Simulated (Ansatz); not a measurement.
Here is the system:

TaRh$_{3}$:
```cif
data_Rh3Ta
_chemical_formula_sum 'Ta1 Rh3'
_space_group_name_H-M_alt 'Pm-3m'
_space_group_IT_number 221
_space_group_name_Hall '-P 4 2 3'
_cell_length_a 3.86380
_cell_length_b 3.86380
_cell_length_c 3.86380
_cell_angle_alpha 90.000
_cell_angle_beta 90.000
_cell_angle_gamma 90.000
loop_
_atom_site_label
_atom_site_type_symbol
_atom_site_symmetry_multiplicity
_atom_site_Wyckoff_symbol
_atom_site_fract_x
_atom_site_fract_y
_atom_site_fract_z
_atom_site_occupancy
Ta1 Ta 1 a 0.00000 0.00000 0.00000 1
Rh1 Rh 3 c 0.00000 0.50000 0.50000 1
```

This is the r²SCAN-relaxed structure.

Task: All from DFT-r²SCAN in the program Ansatz with PAW potentials, unless another level is named. Estimate the formation energy from the elements (no fitted shifts).

Result: -649 meV/atom.

Task: Give the density of states at the Fermi level.

Result: 0.46 states/eV per atom (mean over ±0.08 eV).

The workflow started from a Materials Project entry (that database holds measured and hypothetical structures alike); the Crystallography Open Database files this formula in space group No. 221, but the cells were not matched. Its standing as an ambient phase is unchecked. The r²SCAN relaxation kept the symmetry of its start; whether a distortion lowers the energy is not shown. The run is not spin-polarised. The references are the lowest solids computed at this level, not always the standard phases. Spin–orbit coupling is left out wherever it is not named.

Potentials: the later of the program's two PAW sets.
